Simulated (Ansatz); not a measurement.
Suppose BaSi2C2 takes space group Cmmm (No. 65), with Ba on 2b; Si on 4j; C on 4f.

Theory: DFT PBE, scalar-relativistic, plane waves, PAW in Ansatz 0.2.0. Cutoff 420 eV, Γ-centred mesh, Gaussian smearing, no spin polarisation.

Formation energies are uncorrected and refer to the elements' standard structures at the same level.

Q: Which cell and coordinates does it relax to?

A:

Space group Cmmm (No. 65). a = 6.162 Å, b = 7.947 Å, c = 4.034 Å, α = 90.00°, β = 90.00°, γ = 90.00°
```tsv
atom	site	symmetry	x	y	z
Ba	2b	mmm	0.5000	0.0000	0.0000
Si	4j	m2m	0.5000	0.3536	0.5000
C	4f	..2/m	0.2500	0.2500	0.5000
```

Around Ba lie 8 C at 3.22 Å and 4 Si at 3.46 Å; Si is surrounded by 2 C at 1.75 Å, 1 Si at 2.33 Å and 2 Ba at 3.46 Å; C has 2 Si at 1.75 Å, 2 C at 3.08 Å and 4 Ba at 3.22 Å. Another local minimum with the same sites may exist.

Q: And its energy and gap?

A: The formation energy is +0.23 eV/atom and the gap on the 8×8×10 mesh of the 5-atom cell is 0 eV (a metal). It can't be a ground state, since the elements alone are lower.

The last run used Gaussian smearing of 0.10 eV. The reference form of C is held partly by dispersion forces, which this level lacks. Symmetry constrained the relaxation, so the result can be a saddle point.
